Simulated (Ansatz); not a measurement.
LiF (rock salt, space group No. 225), DFT-LDA in the program Ansatz with PAW potentials. The conduction-band minimum lies at Γ, with 1 equivalent valley. Second derivatives d²E/dk² of the lowest band at one valley (eV·Å²), along Cartesian directions:

```json
[
 {"direction": "[100]", "d²E/dk²": "7.859"},
 {"direction": "[010]", "d²E/dk²": "7.859"},
 {"direction": "[001]", "d²E/dk²": "7.859"},
 {"direction": "[110]", "d²E/dk²": "7.858"},
 {"direction": "[101]", "d²E/dk²": "7.858"},
 {"direction": "[011]", "d²E/dk²": "7.858"}
]
```

Problem. Find the principal effective masses, the density-of-states mass and the conductivity mass.

Solution. Off-diagonal terms follow from H_xy = H[110] − (H_xx + H_yy)/2, and m*/mₑ = 7.620 eV·Å² over each eigenvalue: 0.97, 0.97, 0.97. One valley's DOS mass (m₁m₂m₃)^(1/3) = 0.97, conductivity mass 3/(Σ 1/mᵢ) = 0.97 mₑ.

Problem. What effective density of states Nc follows at 300 K for parabolic valleys?

Solution. Nc = 2.509e19 × 1 × (0.97)^(3/2) ≈ 2.4e19 cm⁻³.

Problem. With the computed static dielectric constant 8.23 (mean of the diagonal), estimate a hydrogenic donor's binding energy and radius.

Solution. E = 13.606 eV × 0.97/8.23² ≈ 190 meV; a = 0.529 Å × ε/m* ≈ 4.5 Å. Semilocal masses tend to be too small where the gap is.

Problem. With ε∞ = 2.12 and ω_LO = 668 cm⁻¹, what Fröhlich coupling constant follows?

Solution. α = (1/ε∞ − 1/ε0) √(m* × 13.606 eV/ħω_LO) = 4.4.

Space group Fm-3m (rock salt). Symmetry was held in the LDA relaxation; phonons on a q-mesh show no instability.

Potentials: the later of the program's two PAW sets.
